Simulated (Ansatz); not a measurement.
**Ta2O5: random displacements**

Level of theory: Ansatz, DFT r2SCAN, scalar-relativistic, plane waves, PAW. Settings: plane waves to 500 eV, k-mesh 6×6×6 (Γ-centred), Gaussian smearing 0.05 eV. Spin–orbit coupling is left out, which matters for the heavy elements here. No spin polarisation. Energies are free energies at this smearing, counted from the undisturbed cell; pressure is positive in compression.

The undisturbed cell (relaxed at this level; it needn't be the usual structure):

```xyz
7
Lattice="3.0141 -2.5646 0.0081 3.0141 2.5646 0.0081 -2.7406 0.0000 5.0749" Properties=species:S:1:pos:R:3 pbc="T T T"
Ta    0.3443   -0.1931    1.4940
Ta    2.9432   -0.1931    3.5971
O     0.7862   -1.0676    3.2945
O    -1.5743   -0.3144    4.8730
O     1.6438    1.1447    2.5455
O     4.8619   -0.3144    0.2181
O     2.5013   -1.0676    1.7965
```

The atoms are displaced (Å, in the unstrained cell):

```
atom ux uy uz
 Ta1   0.023   0.010  -0.152
 Ta2   0.030  -0.446  -0.095
  O3  -0.105   0.181  -0.143
  O4   0.166  -0.017   0.375
  O5  -0.179   0.198   0.160
  O6   0.128   0.330  -0.053
  O7  -0.064  -0.254  -0.092
```

The cell is not strained.

Problem. What are the energy change, the stress and the forces?

Solution. ΔE = 1157.0 meV/atom; stress (xx, yy, zz, yz, xz, xy; compression positive) (53.18, 15.75, 64.35, 8.35, -25.03, -16.14) GPa; gap on the mesh 2.11 eV.
```tsv
atom	Fx (eV/Å)	Fy	Fz
Ta1	-8.84	-3.74	16.26
Ta2	-3.38	4.28	-0.52
O3	1.37	-3.14	3.10
O4	12.44	0.89	-18.92
O5	2.52	-1.78	-0.79
O6	-2.17	-4.77	-4.57
O7	-1.93	8.25	5.45
```

Cost: 1 run of about 0.43 core-minutes, on Intel Xeon 6975P-C (Granite Rapids) (shared hosts).